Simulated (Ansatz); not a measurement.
Here is the system:

Re:
```yaml
crystal:
  lattice:
    - [2.75113, 0.00000, 0.00000]
    - [-1.37557, 2.38255, 0.00000]
    - [0.00000, 0.00000, 8.87490]
  atoms:
    - { symbol: Re, position: [0.00000, 0.00000, 0.00000] }
    - { symbol: Re, position: [0.00000, 0.00000, 0.50000] }
    - { symbol: Re, position: [0.33333, 0.66667, 0.25000] }
    - { symbol: Re, position: [0.66667, 0.33333, 0.75000] }
```

This is the PBEsol-relaxed structure. x, y and z are the axes in which the lattice vectors are written.

Problem. All from the program Ansatz at the PBEsol level (PAW), unless another level is named. Give the Poisson's ratio.

Solution. 0.28.

Problem. Give the elastic constants (relaxed ions, GPa).

Solution. C11 = 667, C12 = 280, C13 = 228, C33 = 717, C44 = 184.

Space group P6_3/mmc (dhcp (α-La type)). The first step of the workflow began from a Materials Project structure, measured or hypothetical. Its sites differ from those of the usual phase in this space group: another stacking or structure type. Symmetry was held in the PBEsol relaxation; of distortions, only those at the zone centre were tested. No spin polarisation was allowed. As this level gives no gap, shear constants depend on the k-mesh and smearing (Fermi–Dirac, 0.1 eV here). On the denser mesh and wider smearing of the elastic run this cell carries a stress of 0.5 GPa. Scalar-relativistic: spin–orbit coupling is off unless named, which matters more the heavier the elements.

Potentials: the later of the program's two PAW sets.
